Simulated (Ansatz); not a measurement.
**What DFT gives for SbRu$_{3}$**

```
Ru Sb
1.0
     5.55353    0.00000    0.00000
    -2.77677    4.80950    0.00000
    -2.77677    1.60317    5.25307
Ru Sb
6 2
Cartesian
  -0.9258 4.8095 3.9398
  -0.9255 1.6030 3.9398
  1.8513 3.2065 3.9398
  0.9258 1.6032 1.3133
  0.9255 4.8097 1.3133
  -1.8513 3.2062 1.3133
  0.0000 0.0000 0.0000
  0.0000 3.2063 2.6265
```

The numbers come from plane-wave PAW DFT (Ansatz): r2SCAN, no spin polarisation, 500 eV, 7×7×7 Γ-centred k points, fermi-dirac occupations (width 0.1 eV). Nothing was relaxed.

Q: Which atom feels the largest force, and which way?

A: The largest is on Ru2 (and as large on other atoms): 5.01 eV/Å, components (2.51, -4.34, 0.00). It makes 114° with the line to a nearest neighbour, Sb7 at 2.27 Å.

Q: Is it stable against the elements?

A: 2.19 eV an atom against the elements' usual phases (free molecules for gases, crystals otherwise, with no correction for O₂ or N₂), so at this geometry it isn't bound against them. Relaxing would lower it.

Q: Metal or insulator?

A: It is a metal, with about 13 states/eV a cell as the mean within 0.25 eV of the Fermi level, mostly Ru d (95 %).

Q: What do density and ELF say about some of the short contacts?

A: Ru–Sb at 2.27 Å: least valence density 0.81 e/Å³ and ELF 0.37 there. These are pseudo-fields; inside the PAW spheres they differ from the all-electron ones.

Origin: a known structure type with other elements, at an estimated volume, so it need not be a known compound. Caveats: many states at the Fermi level without spin polarisation, so a magnetic state may lie lower; atoms or cell far from equilibrium.
